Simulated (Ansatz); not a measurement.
Cu Kα1 powder pattern (kinematic, no thermal factors).
```csv
2θ (°),relative intensity
20.40,73
26.41,78
28.37,2
30.81,1
33.60,100
37.70,37
41.48,13
43.24,40
49.45,1
49.85,25
54.38,13
57.29,20
58.69,16
59.76,2
61.44,14
64.17,3
65.46,28
70.63,11
70.66,10
76.87,14
76.89,7
80.51,4
84.14,6
85.06,1
86.53,3
88.68,1
88.97,5
```

The pattern is computed from a structure relaxed with Ansatz 0.2.0, DFT PBE+D3(BJ), scalar-relativistic, plane waves, PAW. No spin polarisation. Its elements are I, Na.

Q: Give the structure.

A: NaI4.
Space group P4/mmm (No. 123). a = 4.768 Å, b = 4.768 Å, c = 8.700 Å, α = 90.00°, β = 90.00°, γ = 90.00°
```json
{"atom": "Na", "site": "1c", "symmetry": "4/mmm", "x": "0.5000", "y": "0.5000", "z": "0.0000"}
{"atom": "I", "site": "4i", "symmetry": "2mm.", "x": "0.0000", "y": "0.5000", "z": "0.7410"}
```

A pattern alone doesn't exclude other cells with like lines; this is the one computed.

The structure comes from a generated guess; another structure or a mixture of phases may lie lower.
